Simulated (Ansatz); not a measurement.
Ti$_{2}$SnC:
```xyz
8
Lattice="3.1659 0.0000 0.0000 -1.5830 2.7418 0.0000 0.0000 0.0000 13.7318" Properties=species:S:1:pos:R:3 pbc="T T T"
Ti     0.0000     1.8279     1.1091
Ti     1.5830     0.9139    12.6227
Ti     1.5830     0.9139     7.9750
Ti     0.0000     1.8279     5.7568
Sn     0.0000     1.8279    10.2988
Sn     1.5830     0.9139     3.4329
C      0.0000     0.0000     0.0000
C      0.0000     0.0000     6.8659
```

Relaxed with r²SCAN. Special points in fractions of this cell's reciprocal vectors: Γ (0.000, 0.000, 0.000); M (0.500, 0.000, 0.000); K (0.333, 0.333, 0.000); A (0.000, 0.000, 0.500); L (0.500, 0.000, 0.500); H (0.333, 0.333, 0.500).

List the band energies nearest the Fermi level at these points for DFT-r²SCAN in the program Ansatz with PAW potentials.

In eV from the Fermi level; about four levels below and three above (degenerate sets whole), none deeper than 8.9 eV; points with the same levels are listed once.

```csv
k,below,above
Γ,-3.19 -3.19 -3.17 -3.17 -2.88,0.30 0.30 0.31 0.31 0.31
M,-2.43 -2.31 -1.72 -1.68,1.04 1.18 1.47
K,-2.44 -2.17 -2.17 -0.73,0.62 0.72 0.72
A,-3.18 -3.18 -3.18 -3.18,0.30 0.30 0.30 0.30
L,-2.37 -2.37 -1.69 -1.69,1.26 1.26 1.41 1.41
H,-2.16 -2.16 -0.17 -0.17,0.61 0.61 1.77 1.77 1.77 1.77
```

Space group P6_3/mmc. The workflow started from a Materials Project entry (that database holds measured and hypothetical structures alike); the Crystallography Open Database copy checked does not list it. Its standing as an ambient phase is unchecked. Symmetry was held in the r²SCAN relaxation; its stability against distortions is not shown here. The run is not spin-polarised. Scalar-relativistic: spin–orbit coupling is off unless named, which matters more the heavier the elements.

Potentials: the earlier of the program's two PAW sets.
